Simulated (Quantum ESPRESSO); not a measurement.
For atom 9 (O) of HfO$_{2}$ in Pca2₁, the PAW reconstruction of the field gradient on a scalar-relativistic PBE ground state (a modified build of Quantum ESPRESSO, JTH datasets) gives this field-gradient tensor in Cartesian axes (atomic units, 1 a.u. = 9.7174×10²¹ V/m²):

```
 0.0593  -0.1552  -0.0623
-0.1552   0.0664   0.0478
-0.0623   0.0478  -0.1257
```

Geometry: a computed entry of the Materials Project; it was not checked against measured cells. It is HfO2 in Pca2₁. Stability against distortions was not tested. The run has no spin polarisation.  Cores are frozen. Against all-electron runs on small test molecules, this scheme's |Vzz| missed by −2 to +6 % on O. Hf had no test against all-electron runs. Spin–orbit coupling is left out, a limit on Hf.

Find the principal values, η_Q, |C_Q|, ν_Q and P_Q for ¹⁷O (I = 5/2, |Q| = 0.0256 barn), and the second-order MAS shift at 14.1 T.

Eigenvalues (principal values) by size: Vxx = -0.0902, Vyy = -0.1447, Vzz = 0.2349 a.u. (they sum to zero).
η_Q = (Vxx − Vyy)/Vzz = 0.23.
|C_Q| = 234.96 MHz × |Q|/barn × |Vzz|/a.u. = 234.96 × 0.0256 × 0.2349 = 1.41 MHz.
Quadrupole frequency ν_Q = 3C_Q/[2I(2I − 1)] = 0.212 MHz, and P_Q = C_Q(1 + η²/3)^½ = 1.43 MHz.
At 14.1 T the Larmor frequency is ν0 = 81.4 MHz, and the second-order shift of the central transition's centre of gravity under MAS is −(3/40)(P_Q/ν0)²[I(I + 1) − 3/4]/[I²(2I − 1)²] × 10⁶ = -1.8 ppm.
